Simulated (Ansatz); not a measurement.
Relaxed-ion elastic tensor of V3Ga (A15 (Cr3Si type), Pm-3n) in GPa (Voigt order), DFT-PBEsol in the program Ansatz with PAW potentials; density 7.02 g/cm³, 13.16 Å³ per atom.

```
 261   148   148   0.0   0.0   0.0
 148   261   148   0.0   0.0   0.0
 148   148   261   0.0   0.0   0.0
 0.0   0.0   0.0  32.3   0.0   0.0
 0.0   0.0   0.0   0.0  32.3   0.0
 0.0   0.0   0.0   0.0   0.0  32.3
```

### Question
Is the crystal mechanically stable?

### Answer
Yes: the smallest eigenvalue of C is 32.3 GPa.

### Question
Work out the Voigt, Reuss and Hill averages.

### Answer
K_V = 186, K_R = 186, K_H = 186; G_V = 41.9, G_R = 38.9, G_H = 40.4 GPa.

### Question
Give Young's modulus, Poisson's ratio, Pugh's ratio and the universal anisotropy index.

### Answer
E = 9KG/(3K + G) = 113 GPa; ν = 0.40; K/G = 4.60 (ductile by the Pugh limit of 1.75); A_U = 5G_V/G_R + K_V/K_R − 6 = 0.38.

### Question
Estimate the sound speeds and the Debye temperature.

### Answer
v_l = √((K + 4G/3)/ρ) = 5840 m/s, v_t = √(G/ρ) = 2400 m/s, mean 2720 m/s; Θ = (h/k)(3n/4πV)^(1/3) v_m = 342 K.

### Question
Give the Zener ratio and Young's modulus along [100], [110] and [111].

### Answer
A = 2C44/(C11 − C12) = 0.57; 1/E = S11 − 2(S11 − S12 − S44/2)Γ with Γ = 0, 1/4, 1/3 gives 153, 102, 91.5 GPa.

### Question
Solve the Christoffel equation for the three sound speeds along [100], [110], [111].

### Answer
Eigenvalues of C_ijkl n_j n_l equal ρv². In km/s, slowest first: [100] 2.14, 2.14, 6.10; [110] 2.14, 2.83, 5.81; [111] 2.62, 2.62, 5.71.

The first step of the workflow began from a Materials Project structure, measured or hypothetical; the Crystallography Open Database copy checked does not list it. Whether it is the stable phase at ambient conditions was not checked. Symmetry was held in the PBEsol relaxation; whether a distortion lowers the energy is not shown. The workflow began spin-polarised and lost its moments. As this level gives no gap, shear constants depend on the k-mesh and smearing (Fermi–Dirac, 0.1 eV here).

Potentials: the later of the program's two PAW sets.
